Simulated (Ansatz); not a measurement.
TiC:
```
TiC
1.0
    0.00000     2.14664     2.14664
    2.14664     0.00000     2.14664
    2.14664     2.14664     0.00000
Ti C
1 1
Direct
  0.00000   0.00000   0.00000
  0.50000   0.50000   0.50000
```

Relaxed with PBEsol.

**Question.** Decompose the optical modes at the zone centre into irreducible representations, and say which are infrared and Raman allowed.

**Answer.** Point group m-3m: Γ_opt = T1u. Infrared: T1u. Raman: none.

**Question.** Assign frequencies (DFPT, PBEsol in the plane-wave PAW code Ansatz).

**Answer.** T1u 542 cm⁻¹.

Space group Fm-3m (rock salt). The PBEsol relaxation kept the symmetry of its start; of distortions, only those at the zone centre were tested. The run is not spin-polarised. As this level gives no gap, phonon frequencies hold no LO–TO term and depend on the k-mesh and smearing (Fermi–Dirac, 0.1 eV here).

Potentials: the later of the program's two PAW sets.
